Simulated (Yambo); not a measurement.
G0W0@PBEsol for PbI2 (space group P6_3mc, No. 186) in Yambo. Reference settings: 3×3×1 Γ-centred k mesh, 369 bands and a 7 Ry block in the screening, 369 bands in G with the Bruneval-Gonze terminator, plasmon pole fitted at 27.2 eV. The PBEsol gap Γ → Γ on this mesh is 2.25 eV; G0W0 gaps are taken between the same points.

With and without the terminator, as bands are cut:

```json
[
 {"bands in G (in W)": "130 (369)", "gap, terminator (eV)": "3.229", "gap, none (eV)": "3.114", "valence shift, terminator (eV)": "-0.758", "valence shift, none (eV)": "-0.361"},
 {"bands in G (in W)": "232 (369)", "gap, terminator (eV)": "3.236", "gap, none (eV)": "3.179", "valence shift, terminator (eV)": "-0.817", "valence shift, none (eV)": "-0.624"},
 {"bands in G (in W)": "369 (369)", "gap, terminator (eV)": "3.236", "gap, none (eV)": "3.206", "valence shift, terminator (eV)": "-0.832", "valence shift, none (eV)": "-0.740"}
]
```

Over this range the gap spans 0.007 eV with the terminator and 0.092 eV without, the valence shift 0.074 eV and 0.379 eV. Neither column has reached its limit for certain.

The standard potential for Pb keeps a d shell in the valence without the s and p states of that shell. In tests on such compounds this moved G0W0 gaps by up to about 0.9 eV, so absolute quasiparticle energies here are unreliable; differences between settings are what counts.

Spin-orbit coupling is not included.

Geometry of the Materials Project entry, not relaxed at this level; primitive cell a = 4.6178 Å, b = 4.6178 Å, c = 14.5512 Å, α = 90.00°, β = 90.00°, γ = 120.00°.

This is not the ordinary phase of the substance.

A shift is the quasiparticle energy of the state minus its PBEsol energy.
